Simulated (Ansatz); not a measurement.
LiBeF₃ at -4.0 GPa (stress–strain coefficients): relaxed-ion elastic tensor

These are results of DFT PBE, scalar-relativistic, plane waves, PAW in Ansatz 0.2.0, not measurements. Plane waves to 420 eV; Γ-centred k mesh 6×6×6; fixed occupations. No spin polarisation.

The cell is fixed (symmetry leaves no force on the atoms) and stands under -4.0 GPa:
```yaml
crystal:
  lattice:
    - [3.54620, 0.00000, 0.00000]
    - [0.00000, 3.54620, 0.00000]
    - [0.00000, 0.00000, 3.54620]
  atoms:
    - { symbol: Li, position: [0.00000, 0.00000, 0.00000] }
    - { symbol: Be, position: [0.50000, 0.50000, 0.50000] }
    - { symbol: F, position: [0.50000, 0.50000, 0.00000] }
    - { symbol: F, position: [0.50000, 0.00000, 0.50000] }
    - { symbol: F, position: [0.00000, 0.50000, 0.50000] }
```

The cell is the ideal cubic perovskite prototype; whether it is the stable structure of this composition wasn't checked.

Problem. Give the relaxed-ion elastic constants (GPa, Voigt order xx yy zz yz xz xy, on the axes of the cell above).

Solution.
```
111.2  77.2  77.2   0.0   0.0   0.0
 77.2 111.2  77.2   0.0   0.0   0.0
 77.2  77.2 111.2   0.0   0.0   0.0
  0.0   0.0   0.0  74.7   0.0   0.0
  0.0   0.0   0.0   0.0  74.7   0.0
  0.0   0.0   0.0   0.0   0.0  74.7
```

Problem. Is the crystal stable against homogeneous strain?

Solution. Yes: the least eigenvalue of the tensor is 34.0 GPa.

Problem. And the moduli of a polycrystal (Hill averages)?

Solution. B = 89 GPa, G = 42 GPa, E = 108 GPa, ν = 0.30.

Symmetry holds off the tilts and polar distortions that many cubic perovskites undergo.

Cost: 1 run of about 0.29 core-minutes, on Arm Neoverse N1 (shared hosts).